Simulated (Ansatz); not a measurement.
CaSe (rock salt), relaxed with LDA (Ansatz, an electronic-structure program, plane waves, PAW): a = b = c = 5.7908 Å, α = β = γ = 90.00°.

```
Item            Result
--------------  ------
gap (eV)          1.71
ΔH_f (eV/atom)   -2.11
```

Q: The same phase is relaxed and computed with PBE in the same code. What are the cell and these values now?

A: a = b = c = 5.958 Å, α = β = γ = 90.00°.

* **gap (eV)**: 2.08
* **ΔH_f (eV/atom)**: -2.03

All cells were relaxed under the symmetry of their starts (and spin orders); stability against distortions was not tested throughout. Scalar-relativistic: spin–orbit coupling is off unless named, which matters more the heavier the elements.

Potentials: the later of the program's two PAW sets.

Ansatz is a plane-wave DFT program.

Formation energies count from the lowest solids of the elements computed at the same level, not from gases.
